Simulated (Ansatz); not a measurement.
NaF (zinc blende, F-43m), DFT-r²SCAN in the program Ansatz with PAW potentials. The conduction-band minimum lies at Γ, with 1 equivalent valley. Second derivatives d²E/dk² of the lowest band at one valley (eV·Å²), along Cartesian directions:

| direction | d²E/dk² |
|---|---|
| [100] | 12.11 |
| [010] | 12.11 |
| [001] | 12.11 |
| [110] | 12.11 |
| [101] | 12.11 |
| [011] | 12.11 |

Q: Find the principal effective masses, the density-of-states mass and the conductivity mass.

A: Off-diagonal terms follow from H_xy = H[110] − (H_xx + H_yy)/2, and m*/mₑ = 7.620 eV·Å² over each eigenvalue: 0.63, 0.63, 0.63. One valley's DOS mass (m₁m₂m₃)^(1/3) = 0.63, conductivity mass 3/(Σ 1/mᵢ) = 0.63 mₑ.

Q: What effective density of states Nc follows at 300 K for parabolic valleys?

A: Nc = 2.509e19 × 1 × (0.63)^(3/2) ≈ 1.3e19 cm⁻³.

The start of the workflow was typed in or built on a structure type; neither database checked (COD, Materials Project) lists it. It is not the phase usual at ambient conditions (space group No. 225). Symmetry was held in the r²SCAN relaxation; whether a distortion lowers the energy is not shown.

Potentials: the later of the program's two PAW sets.

Edges and masses are those of Kohn–Sham bands, whose gap is no quasiparticle gap.
